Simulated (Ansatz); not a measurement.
Equation of state of LaSb from a dense series

```xyz
2
Lattice="0.0000 3.2450 3.2450 3.2450 0.0000 3.2450 3.2450 3.2450 0.0000" Properties=species:S:1:pos:R:3 pbc="T T T"
La    0.0000    0.0000    0.0000
Sb    3.2450    3.2450    3.2450
```

Atom numbers follow the list: La1, Sb2.

Conventional cell: a = 6.490 Å, b = 6.490 Å, c = 6.490 Å, α = 90.00°, β = 90.00°, γ = 90.00°. La (atom 1) has 6 Sb at 3.25 Å as nearest neighbours. Sb (atom 2) is surrounded by 6 La at 3.25 Å.

The cell is COD entry 1537613, as deposited and not checked against the literature; nothing was relaxed.

No spin–orbit coupling, which matters for the heavy atoms here.

The calculation used DFT, PBEsol, all-electron LAPW, scalar-relativistic (Ansatz 0.2.0).

Numerical set-up: a Γ-centred 10×10×10 k mesh, Fermi–Dirac smearing of 0.05 eV, basis error target 1 meV/atom, no spin polarisation.

The cell is scaled evenly. Fractional coordinates are held (clamped ions).

| V (Å³/atom) | P (GPa) |
| --- | --- |
| 32.120 | 2.82 |
| 32.803 | 1.44 |
| 33.487 | 0.19 |
| 33.828 | -0.38 |
| 34.170 | -0.93 |
| 34.512 | -1.45 |
| 34.853 | -1.94 |
| 35.537 | -2.86 |

Q: Fit a third-order Birch–Murnaghan curve to the pressures.

A: P = (3B0/2)(y^(7/2) − y^(5/2))[1 + (3/4)(B0′ − 4)(y − 1)] with y = (V0/V)^(2/3) fits within 0.01 GPa for V0 = 33.600 Å³/atom, B0 = 57.1 GPa and B0′ = 4.06.

Q: Predict the pressure at the withheld volume, 36.220 Å³/atom.

A: There y = 0.9512, so the fit gives -3.68 GPa; the run gave -3.68 GPa.
